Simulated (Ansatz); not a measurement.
Input:

Sn3Te2Se:
```cif
data_SeSn3Te2
_chemical_formula_sum 'Sn3 Te2 Se1'
_space_group_name_H-M_alt 'P 1'
_space_group_IT_number 1
_cell_length_a 4.37214
_cell_length_b 4.37214
_cell_length_c 10.65247
_cell_angle_alpha 90.000
_cell_angle_beta 90.000
_cell_angle_gamma 120.000
loop_
_space_group_symop_operation_xyz
  'x, y, z'
loop_
_atom_site_label
_atom_site_type_symbol
_atom_site_fract_x
_atom_site_fract_y
_atom_site_fract_z
_atom_site_occupancy
Sn1 Sn 0.00000 0.00000 0.50000 1
Sn2 Sn 0.33333 0.66667 0.15150 1
Sn3 Sn 0.66667 0.33333 0.84850 1
Te1 Te 0.33333 0.66667 0.67438 1
Te2 Te 0.66667 0.33333 0.32562 1
Se1 Se 0.00000 0.00000 0.00000 1
```

This is the PBEsol-relaxed structure.

Problem. All from DFT-PBEsol in the program Ansatz with PAW potentials, unless another level is named. Estimate the highest zone-centre frequency.

Solution. 17.6 meV.

Problem. Next, the bulk modulus (Birch–Murnaghan fit)?

Solution. 49.6 GPa.

Space group P-3m1. The workflow started from a Materials Project entry (that database holds measured and hypothetical structures alike); the Crystallography Open Database copy checked does not list it. Its standing as an ambient phase is unchecked. The PBEsol relaxation kept the symmetry of its start; of distortions, only those at the zone centre were tested. Spin–orbit coupling is left out wherever it is not named.

Potentials: the later of the program's two PAW sets.
